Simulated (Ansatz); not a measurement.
System: InP (zinc blende type), 2 atoms in the cell.

```yaml
crystal:
  lattice:
    - [0.00000, 2.98000, 2.98000]
    - [2.98000, 0.00000, 2.98000]
    - [2.98000, 2.98000, 0.00000]
  atoms:
    - { symbol: In, position: [0.00000, 0.00000, 0.00000] }
    - { symbol: P, position: [0.25000, 0.25000, 0.25000] }
```
Lattice in Å, positions in fractions of it.

Code and potentials: Ansatz all-electron PAW datasets made for this crystal, 240 eV. Settings: k-mesh 6×6×6 Γ-centred; Fermi–Dirac smearing of 0.02 eV; no spin polarisation; no spin–orbit coupling. For HSE06: exchange singularity: regularized.

Plain PBE gives:

| Quantity | Value |
| --- | --- |
| Pressure | -0.03 GPa |
| Gap on the mesh | 0.44 eV |

Question: What changes under HSE06 (270 eV)?

Answer: The pressure drops by 1.87 GPa to -1.90 GPa; the gap rises by 0.756 eV to 1.192 eV.

Question: What changes under r²SCAN?

Answer: The pressure goes down by 1.70 GPa to -1.73 GPa; the gap rises by 0.43 eV to 0.87 eV.

The stress includes the program's correction for the finite plane-wave basis.

Spin–orbit coupling is left out; with heavy elements it can shift the gap and split levels by tenths of an eV. Semilocal functionals give gaps that mostly lie well below measured ones.
